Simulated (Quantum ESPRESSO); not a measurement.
## Ge3PGaSi3 (input and log of a self-consistent run)

Computed values, not a measurement. The program is pw.x of Quantum ESPRESSO 7.5 (plane-wave density functional theory). The cell is made up: 8 atoms on a zincblende/diamond lattice, with randomly drawn elements, strain and displacements, not relaxed. PseudoDojo standard norm-conserving files (v0.5 for PBE, v0.4.1 for LDA and PBEsol) set the functional; there is no spin polarisation, spin-orbit coupling or dispersion term, and the masses in the input are unused placeholders.

Input:

```
&control calculation='scf', pseudo_dir='./dojo.nc.sr.pbe.v0_5.standard.upf', outdir='./o', disk_io='medium', tprnfor=.true., tstress=.true. /
&system ibrav=0, nat=8, ntyp=4, nbnd=46, ecutwfc=79.96652505, nosym=.true., tot_charge=0,
 occupations='smearing', smearing='fd', degauss=0.0073498644
/
&electrons conv_thr=7.350e-09, electron_maxstep=60, /
ATOMIC_SPECIES
Ga 1.0 Ga.upf
Ge 1.0 Ge.upf
P 1.0 P.upf
Si 1.0 Si.upf
CELL_PARAMETERS angstrom
5.5598 0.0 0.0
0.0 5.5598 0.0
0.0 0.0 5.5598
ATOMIC_POSITIONS angstrom
Ge 0.0027 0.0284 -0.0085
Ge -0.0109 2.8135 2.7909
P 2.7977 0.0039 2.7132
Ga 2.7564 2.7779 -0.0258
Si 1.4028 1.3715 1.4363
Si 1.4037 4.0903 4.1199
Si 4.207 1.4255 4.1657
Ge 4.2244 4.1622 1.4106
K_POINTS automatic
6 6 6 1 1 1
```

The log is shortened where brackets say so; the opening notice, blank lines, dates and the lines on written files are dropped, and the path of the files is cut. It prints rydbergs, bohrs and kilobars, and counts compression as positive stress.

```
     Program PWSCF v.7.5
     Parallel version (MPI & OpenMP), running on       1 processor cores
     Number of MPI processes:                 1
     Threads/MPI process:                     1
     [start-up lines left out]
     bravais-lattice index     =            0
     lattice parameter (alat)  =      10.5065  a.u.
     unit-cell volume          =    1159.7760 (a.u.)^3
     number of atoms/cell      =            8
     number of atomic types    =            4
     number of electrons       =        72.00
     number of Kohn-Sham states=           46
     kinetic-energy cutoff     =      79.9665  Ry
     charge density cutoff     =     319.8661  Ry
     scf convergence threshold =      7.3E-09
     mixing beta               =       0.7000
     number of iterations used =            8  plain     mixing
     Exchange-correlation= PBE
                           (   1   4   3   4   0   0   0)
     [axes and pseudopotential details left out]
   Cartesian axes
     site n.     atom                  positions (alat units)
         1        Ge     tau(   1) = (   0.0004856   0.0051081  -0.0015288  )
         2        Ge     tau(   2) = (  -0.0019605   0.5060434   0.5019785  )
         3        P      tau(   3) = (   0.5032016   0.0007015   0.4880032  )
         4        Ga     tau(   4) = (   0.4957732   0.4996403  -0.0046405  )
         5        Si     tau(   5) = (   0.2523112   0.2466815   0.2583366  )
         6        Si     tau(   6) = (   0.2524731   0.7356919   0.7410159  )
         7        Si     tau(   7) = (   0.7566819   0.2563941   0.7492536  )
         8        Ge     tau(   8) = (   0.7598115   0.7486241   0.2537142  )
     number of k points=   108  Fermi-Dirac smearing, width (Ry)=  0.0073
     Number of k-points >= 100: set verbosity='high' to print them.
     Dense  grid:   112211 G-vectors     FFT dimensions: (  60,  60,  60)
     Estimated max dynamical RAM per process >     157.92 MB
     Initial potential from superposition of free atoms
     starting charge      71.9929, renormalised to      72.0000
     Starting wfcs are   52 randomized atomic wfcs
     total cpu time spent up to now is       78.4 secs
     per-process dynamical memory:    98.1 Mb
     Self-consistent Calculation
     iteration #  1     ecut=    79.97 Ry     beta= 0.70
     Davidson diagonalization with overlap
     ethr =  1.00E-02,  avg # of iterations =  3.9
     Threshold (ethr) on eigenvalues was too large:
     Diagonalizing with lowered threshold
     Davidson diagonalization with overlap
     ethr =  2.43E-04,  avg # of iterations =  6.7
     total cpu time spent up to now is      368.0 secs
     total energy              =    -728.05365824 Ry
     estimated scf accuracy    <       0.18942463 Ry
     iteration #  2     ecut=    79.97 Ry     beta= 0.70
     Davidson diagonalization with overlap
     ethr =  2.63E-04,  avg # of iterations =  2.1
     total cpu time spent up to now is      493.6 secs
     total energy              =    -728.05802206 Ry
     estimated scf accuracy    <       0.03700774 Ry
     iteration #  3     ecut=    79.97 Ry     beta= 0.70
     Davidson diagonalization with overlap
     ethr =  5.14E-05,  avg # of iterations =  3.0
     total cpu time spent up to now is      631.6 secs
     total energy              =    -728.06727074 Ry
     estimated scf accuracy    <       0.02754862 Ry
     iteration #  4     ecut=    79.97 Ry     beta= 0.70
     Davidson diagonalization with overlap
     ethr =  3.83E-05,  avg # of iterations =  2.2
     total cpu time spent up to now is      818.9 secs
     total energy              =    -728.07231650 Ry
     estimated scf accuracy    <       0.00046964 Ry
     iteration #  5     ecut=    79.97 Ry     beta= 0.70
     Davidson diagonalization with overlap
     c_bands:  1 eigenvalues not converged
     c_bands:  1 eigenvalues not converged
     c_bands:  1 eigenvalues not converged
     ethr =  6.52E-07,  avg # of iterations = 10.0
     total cpu time spent up to now is     1038.6 secs
     total energy              =    -728.07249802 Ry
     estimated scf accuracy    <       0.00011869 Ry
     iteration #  6     ecut=    79.97 Ry     beta= 0.70
     Davidson diagonalization with overlap
     ethr =  1.65E-07,  avg # of iterations =  2.1
     total cpu time spent up to now is     1180.1 secs
     total energy              =    -728.07252376 Ry
     estimated scf accuracy    <       0.00000804 Ry
     iteration #  7     ecut=    79.97 Ry     beta= 0.70
     Davidson diagonalization with overlap
     ethr =  1.12E-08,  avg # of iterations =  3.1
     total cpu time spent up to now is     1286.1 secs
     total energy              =    -728.07252584 Ry
     estimated scf accuracy    <       0.00000105 Ry
     iteration #  8     ecut=    79.97 Ry     beta= 0.70
     Davidson diagonalization with overlap
     ethr =  1.46E-09,  avg # of iterations =  2.3
     total cpu time spent up to now is     1379.7 secs
     total energy              =    -728.07252611 Ry
     estimated scf accuracy    <       0.00000012 Ry
     iteration #  9     ecut=    79.97 Ry     beta= 0.70
     Davidson diagonalization with overlap
     ethr =  1.70E-10,  avg # of iterations =  2.3
     total cpu time spent up to now is     1458.2 secs
     total energy              =    -728.07252614 Ry
     estimated scf accuracy    <          8.1E-09 Ry
     iteration # 10     ecut=    79.97 Ry     beta= 0.70
     Davidson diagonalization with overlap
     ethr =  1.13E-11,  avg # of iterations =  4.0
     total cpu time spent up to now is     1541.6 secs
     End of self-consistent calculation
     Number of k-points >= 100: set verbosity='high' to print the bands.
     the Fermi energy is     7.9338 ev
!    total energy              =    -728.07252615 Ry
     estimated scf accuracy    <          2.0E-09 Ry
     smearing contrib. (-TS)   =      -0.00152697 Ry
     internal energy E=F+TS    =    -728.07099917 Ry
     The total energy is F=E-TS. E is the sum of the following terms:
     one-electron contribution =    -420.01650123 Ry
     hartree contribution      =     256.21001818 Ry
     xc contribution           =    -186.13426563 Ry
     ewald contribution        =    -378.13025049 Ry
     convergence has been achieved in  10 iterations
     Forces acting on atoms (cartesian axes, Ry/au):
     atom    1 type  2   force =     0.02947234   -0.00777266   -0.01715756
     atom    2 type  2   force =     0.02243643   -0.03914528    0.00413946
     atom    3 type  3   force =    -0.00706280    0.00407323    0.04184142
     atom    4 type  1   force =     0.00766634   -0.01351871    0.01276405
     atom    5 type  4   force =     0.01225920    0.01378180   -0.02326164
     atom    6 type  4   force =     0.01915536    0.05056492    0.02204095
     atom    7 type  4   force =    -0.03798405   -0.01031499    0.00393971
     atom    8 type  2   force =    -0.04594282    0.00233168   -0.04430639
     Total force =     0.124229     Total SCF correction =     0.000231
     Computing stress (Cartesian axis) and pressure
          total   stress  (Ry/bohr**3)                   (kbar)     P=       15.24
   0.00011116  -0.00004472   0.00007192           16.35       -6.58       10.58
  -0.00004472   0.00008743  -0.00007082           -6.58       12.86      -10.42
   0.00007192  -0.00007082   0.00011212           10.58      -10.42       16.49
     init_run     :     72.24s CPU     78.25s WALL (       1 calls)
     electrons    :   1368.72s CPU   1463.19s WALL (       1 calls)
     forces       :     11.54s CPU     11.64s WALL (       1 calls)
     stress       :     45.64s CPU     45.83s WALL (       1 calls)
     [timing details left out]
     PWSCF        :  24m58.58s CPU  26m42.68s WALL
     JOB DONE.
```

In other units: free energy -9905.931 eV for the cell, pressure 1.52 GPa, largest force component 1.300 eV/Å. A rerun of a related cell, with the same atoms placed differently, at 1377 eV and a 8 x 8 x 8 mesh moved values by no more than 0.004 eV in energy, 0.02 GPa in stress and 0.007 eV/Å in force.